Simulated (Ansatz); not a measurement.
CaHCl:
Space group P4/nmm, origin choice 1 (No. 129); a = 3.806 Å, b = 3.806 Å, c = 6.913 Å, α = 90.00°, β = 90.00°, γ = 90.00°

| atom | site | symmetry | x | y | z |
|---|---|---|---|---|---|
| Ca | 2c | 4mm | 0.5000 | 0.0000 | 0.1914 |
| H | 2a | -4m2 | 0.0000 | 0.0000 | 0.0000 |
| Cl | 2c | 4mm | 0.0000 | 0.5000 | 0.3468 |

Relaxed with r²SCAN.

Q: Tabulate the valence density and the electron localisation function along the shortest Ca–H contact (2.32 Å), r²SCAN (plane waves, PAW; program Ansatz).

A: 

| distance from Ca (Å) | density (e/Å³) | ELF |
|---|---|---|
| 0.23 | 6.26 | 0.79 |
| 0.35 | 5.42 | 0.84 |
| 0.46 | 4.23 | 0.86 |
| 0.58 | 2.94 | 0.86 |
| 0.70 | 1.83 | 0.83 |
| 0.81 | 1.03 | 0.75 |
| 0.93 | 0.55 | 0.52 |
| 1.04 | 0.30 | 0.21 |
| 1.16 | 0.19 | 0.08 |
| 1.27 | 0.16 | 0.10 |
| 1.39 | 0.18 | 0.29 |
| 1.51 | 0.22 | 0.72 |
| 1.62 | 0.29 | 0.96 |
| 1.74 | 0.40 | 0.99 |
| 1.85 | 0.57 | 1.00 |
| 1.97 | 0.83 | 1.00 |
| 2.09 | 1.24 | 1.00 |

The density is the valence pseudo-density with augmentation charge, so density and ELF within about 1 Å of a nucleus are not all-electron values.

The first step of the workflow began from a Materials Project structure, measured or hypothetical; the Crystallography Open Database files this formula in space group No. 129, but the cells were not matched. Whether it is the stable phase at ambient conditions was not checked. Symmetry was held in the r²SCAN relaxation; its stability against distortions is not shown here.

Potentials: the later of the program's two PAW sets.
